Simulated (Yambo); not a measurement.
BSE-type run in Yambo on LuIO (space group P4/nmm, No. 129), at zero momentum.

Quantum ESPRESSO step (PBEsol, PseudoDojo standard norm-conserving files, scalar-relativistic):
```
&CONTROL
  calculation = 'nscf'
  pseudo_dir = './pseudo'
  outdir = './out'
/
&SYSTEM
  ibrav = 0
  nat = 6
  ntyp = 3
  ecutwfc = 100.0
  ecutrho = 400.0
  occupations = 'fixed'
  force_symmorphic = .true.
  nbnd = 93
/
&ELECTRONS
  conv_thr = 6.000000000000001e-09
  diago_full_acc = .true.
  diago_thr_init = 1e-08
/
ATOMIC_SPECIES
O 15.9990 O.upf
I 126.9045 I.upf
Lu 174.9668 Lu.upf
CELL_PARAMETERS angstrom
  3.843622407000   0.000000000000   0.000000000000
  0.000000000000   3.843622407000   0.000000000000
  0.000000000000   0.000000000000   9.084540481000
ATOMIC_POSITIONS crystal
O   0.000000000000   0.000000000000   0.500000000000
O   0.500000000000   0.500000000000   0.500000000000
I   0.500000000000   0.000000000000   0.174722662100
I   0.000000000000   0.500000000000   0.825277337900
Lu   0.000000000000   0.500000000000   0.381692035200
Lu   0.500000000000   0.000000000000   0.618307964800
K_POINTS automatic
6 6 2 0 0 0
```

Yambo input:
```
rim_cut
optics
bse
bss
dipoles
em1s
RandQpts= 1000000
RandGvec= 1 Ry
FFTGvecs= 40 Ry
Chimod= "HARTREE"
BSKmod= "SEX"
BSEmod= "resonant"
BSSmod= "hs"
BSENGexx= 15 Ry
BSENGBlk= 3 Ry
% KfnQP_E
 1.38 | 1.0 | 1.0 |
%
% BSEQptR
 1 | 1 |
%
% BSEBands
 19 | 48 |
%
% BEnRange
 0.0 | 9.7 | eV
%
% BDmRange
 0.15 | 0.15 | eV
%
BEnSteps= 194
% BLongDir
 0.0 | 0.0 | 1.0 |
%
BSHayTrs= -0.02
BSSNEig= 24
WRbsWF
% BndsRnXs
 3 | 89 |
%
NGsBlkXs= 3 Ry
% LongDrXs
 1.0 | 1.0 | 1.0 |
%
```

From the report:

The dimension is k points × valence × conduction bands = 72 × 20 × 10 = 14400.
```
  [SLEPC] Approach                          : Krylov-Schur
  [SLEPC] Number of requested eigenvalues   :  24
  [SLEPC] Number of eigenvalues        [NEV]:  24
   [K] Dimension                                    :  14400
   [K] Bands                                        :   19   48
   [K] Exchange res                                 : yes
   [K] Correlation res                              : yes
   [K] W interaction is bare                        : no
   [K] RL vectors exchange                          :   929
   [K] RL vectors correlation                       :   85
   [W] Matrix size                                  :   85
   [W] Bands                                        :    3   89
   [W] Coulomb Cutoff                               : none
   [W] Hxc Kernel                                   : HARTREE
```

Spin-orbit coupling is not included.

Geometry relaxed with PBE+D3(BJ).
